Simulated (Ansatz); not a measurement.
Given:

Zr$_{2}$Ni:
```xyz
6
Lattice="-3.1812 3.1812 2.5433 3.1812 -3.1812 2.5433 3.1812 3.1812 -2.5433" Properties=species:S:1:pos:R:3 pbc="T T T"
Zr     4.2180     1.0368     0.0000
Zr    -1.0368     2.1444     2.5433
Zr     2.1444     1.0368     2.5433
Zr     1.0368     2.1444     0.0000
Ni     0.0000     0.0000     3.8150
Ni     0.0000     0.0000     1.2717
```

This is the LDA-relaxed structure.

### Question
All from the program Ansatz at the LDA level (PAW), unless another level is named. Predict the density of states at the Fermi level.

### Answer
1.1 states/eV per atom (mean over ±0.08 eV).

### Question
What about the formation energy from the elements (no fitted shifts)?

### Answer
-0.36 eV/atom.

Space group I4/mcm. The workflow started from a Materials Project entry (that database holds measured and hypothetical structures alike); the Crystallography Open Database files this formula in space group No. 140, but the cells were not matched. Whether it is the stable phase at ambient conditions was not checked. Symmetry was held in the LDA relaxation; of distortions, only those at the zone centre were tested. No spin polarisation was allowed. The references are the lowest solids computed at this level, not always the standard phases. Scalar-relativistic: spin–orbit coupling is off unless named, which matters more the heavier the elements.

Potentials: the later of the program's two PAW sets.
